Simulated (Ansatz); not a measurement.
## Property card for SnPb₂Se₃

These are results of DFT PBE, scalar-relativistic, plane waves, PAW in Ansatz 0.2.0, not measurements.

Settings: cutoff 420 eV, Γ-centred mesh 12×12×4 on the computed 6-atom cell, Gaussian smearing of 0.01 eV; no spin polarisation.

The structure is relaxed at this level of theory with its symmetry kept, and needn't be the ground state of this composition.

```xyz
6
Lattice="4.3608 0.0000 0.0000 -2.1804 3.7766 0.0000 0.0000 0.0000 10.6884" Properties=species:S:1:pos:R:3 pbc="T T T"
Sn    0.0000    0.0000    0.0000
Pb    0.0000    2.5177    7.1551
Pb    2.1804    1.2589    3.5333
Se    2.1804    1.2589    8.9775
Se    0.0000    0.0000    5.3442
Se    0.0000    2.5177    1.7108
```

(1) Formation energy from the elements' standard states (uncorrected)?

(2) Kohn–Sham band gap?

(3) Orbital (Löwdin) character of the top 1 eV of the valence band?

(4) Orbital (Löwdin) character of the lowest 1 eV of the conduction band?

(5) Bader charge by site (e)?

Spin-orbit coupling is left out, which matters for the bands of heavy elements.

Answers

(1) -0.518 eV/atom.

(2) 0.12 eV.

(3) Se 4p 65 %, Sn 5s 13 %, Pb 6p 10 %.

(4) Pb 6p 48 %, Sn 5p 25 %, Se 4s 12 %, Se 4p 11 %.

(5) Sn (1 in the cell) 0.90, Pb (2 in the cell) 0.87, Se (2 in the cell) -0.88, Se (1 in the cell) -0.88.

The cell was found from a structure generator's guess, not taken from experiment. Kohn–Sham gaps at this level usually fall short of measured ones. Löwdin shares on free-atom orbitals overweight diffuse shells in the empty bands.
